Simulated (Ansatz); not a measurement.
Space group P-62m (No. 189). a = 6.675 Å, b = 6.675 Å, c = 3.701 Å, α = 90.00°, β = 90.00°, γ = 120.00°
```tsv
atom	site	symmetry	x	y	z
Zr	3g	m2m	0.5854	0.0000	0.5000
Si	1b	-62m	0.0000	0.0000	0.5000
Si	2c	-6..	0.3333	0.6667	0.0000
Ru	3f	m2m	0.2442	0.0000	0.0000
```

Equation of state of this ZrSiRu structure (not necessarily the ground state), with shape and atoms relaxed at each volume where symmetry leaves them free. It has no gap at any of these volumes. All numbers below come from DFT r2SCAN, scalar-relativistic, plane waves, PAW in Ansatz 0.2.0.

Settings: cutoff 500 eV, Γ-centred mesh 6×6×10 on the computed 9-atom cell, Gaussian smearing of 0.10 eV; no spin polarisation.

```json
{"V (Å³/atom)": "14.443", "E − E(largest V) (meV/atom)": "11.57", "P (GPa)": "23.27"}
{"V (Å³/atom)": "14.919", "E − E(largest V) (meV/atom)": "-43.89", "P (GPa)": "14.29"}
{"V (Å³/atom)": "15.395", "E − E(largest V) (meV/atom)": "-74.69", "P (GPa)": "6.60"}
{"V (Å³/atom)": "15.871", "E − E(largest V) (meV/atom)": "-84.33", "P (GPa)": "0.02"}
{"V (Å³/atom)": "16.347", "E − E(largest V) (meV/atom)": "-75.88", "P (GPa)": "-5.59"}
{"V (Å³/atom)": "16.823", "E − E(largest V) (meV/atom)": "-51.98", "P (GPa)": "-10.38"}
{"V (Å³/atom)": "17.458", "E − E(largest V) (meV/atom)": "0.00", "P (GPa)": "-15.67"}
```

**Question.** Fit a third-order Birch–Murnaghan equation to E(V).

**Answer.** V0 = 15.87 Å³/atom, B0 = 202 GPa, B0' = 4.2.